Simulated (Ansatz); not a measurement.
Mo₂N (anti-CdI2 type, P-3m1), PBE (plane waves, PAW; program Ansatz), all energies at zero smearing, with the estimated change up to a 700 eV cutoff added, with one set of potentials and settings (totals compare only within such a set). Cell of 3 atoms (1 N, 2 Mo): -10296.316 eV.

```
element             reference phase  E (eV/atom)
-------  --------------------------  -----------
N         Pa-3, 8 atoms in the cell    -384.0325
Mo       Im-3m, 1 atoms in the cell   -4956.0212
```

Formation energy per atom, worked out: (-10296.316 − 1×(-384.0325) − 2×(-4956.0212))/3 = -0.080 eV/atom (-8 kJ per mol of atoms), at 0 K, without zero-point energy or fitted corrections.

The cell is a constructed one: a structure type filled with these elements; neither database checked (COD, Materials Project) lists it. COD files the formula under space group No. 141, so this cell is another polymorph or a model. Its standing as an ambient phase is unchecked. The PBE relaxation kept the symmetry of its start; its stability against distortions is not shown here. The run is not spin-polarised. The references are the lowest solids computed at this level, not always the standard phases (solids in place of the gases).

Potentials: the later of the program's two PAW sets.
